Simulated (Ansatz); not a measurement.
PbO₂:
```cif
data_O4Pb2
_chemical_formula_sum 'Pb2 O4'
_space_group_name_H-M_alt 'P42/mnm'
_space_group_IT_number 136
_space_group_name_Hall '-P 4n 2n'
_cell_length_a 5.08113
_cell_length_b 5.08113
_cell_length_c 3.44392
_cell_angle_alpha 90.000
_cell_angle_beta 90.000
_cell_angle_gamma 90.000
loop_
_atom_site_label
_atom_site_type_symbol
_atom_site_symmetry_multiplicity
_atom_site_Wyckoff_symbol
_atom_site_fract_x
_atom_site_fract_y
_atom_site_fract_z
_atom_site_occupancy
Pb1 Pb 2 a 0.00000 0.00000 0.00000 1
O1 O 4 f 0.30797 0.30797 0.00000 1
```

Relaxed at zero pressure with DFT-PBE in the program Ansatz with PAW potentials.

### Question
The volume is raised by 3 % and shape and atoms relax at that volume. What pressure results, and how do the axes share the change?

### Answer
-2.9 GPa; a 1.4 %, b 1.4 %, c 0.1 %; the energy rises by 4 meV/atom.

### Question
Give the new structure.

### Answer

Space group P4₂/mnm (No. 136); a = b = 5.153 Å, c = 3.449 Å, α = β = γ = 90.00°

```csv
atom,site,symmetry,x,y,z
Pb,2a,m.mm,0.0000,0.0000,0.0000
O,4f,m.2m,0.3088,0.3088,0.0000
```

The phase is kept; no other phase was compared at this pressure.

Space group P4_2/mnm (rutile). The cell was relaxed with PBE under the symmetry of its start; of distortions, only those at the zone centre were tested. Scalar-relativistic: spin–orbit coupling is off unless named, which matters more the heavier the elements.

Potentials: the later of the program's two PAW sets.
